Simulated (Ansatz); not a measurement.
**Be: what symmetry allows forces and stress to be**

```yaml
crystal:
  lattice:
    - [2.30065, -0.01994, 0.02187]
    - [-1.16759, 2.02233, 0.00000]
    - [0.03424, 0.01977, 3.51271]
  atoms:
    - { symbol: Be, position: [0.35517, 0.67758, 0.23852] }
    - { symbol: Be, position: [0.64483, 0.32242, 0.76148] }
```

The calculation used DFT PBEsol, scalar-relativistic, plane waves, PAW (Ansatz 0.2.0).

Plane waves to 420 eV, a k mesh through Γ of 18×18×10 on the computed 2-atom cell and Gaussian smearing (0.10 eV); no spin polarisation.

This distorted cell has space group C2/m, with 4 operations.

Task: Without a calculation: in which directions can each atom feel a force?

Result: A force must be left unchanged by every operation that keeps its atom in place, so it lies in the space that those operations leave fixed. Atoms that the group maps onto each other feel forces of one size.
| atom | site symmetry | operations at the site | equivalent to atom | allowed force (Cartesian) |
| --- | --- | --- | --- | --- |
| Be1 | m | 2 | 1 | in the plane normal to (-0.50, 0.87, 0.00) |
| Be2 | m | 2 | 1 | in the plane normal to (-0.50, 0.87, 0.00) |

That leaves 2 independent force components of 6. A relaxation in this cell that keeps the symmetry moves the atoms in these directions alone.

Task: And the stress tensor?

Result: It must be invariant under the point group, which leaves 4 independent components. Linear relations between components hold in this frame.

Task: Do the computed values obey this?

Result: Yes. Forces (eV/Å):
```
Be1 -0.224 -0.129  0.692
Be2  0.224  0.129 -0.692
```

Stress (GPa, compression positive, xx yy zz yz xz xy): -7.69 -6.80 5.16 -2.04 -3.53 -0.77. The program imposes the same operations on density, forces and stress, so this confirms the analysis and is no independent test of the calculation.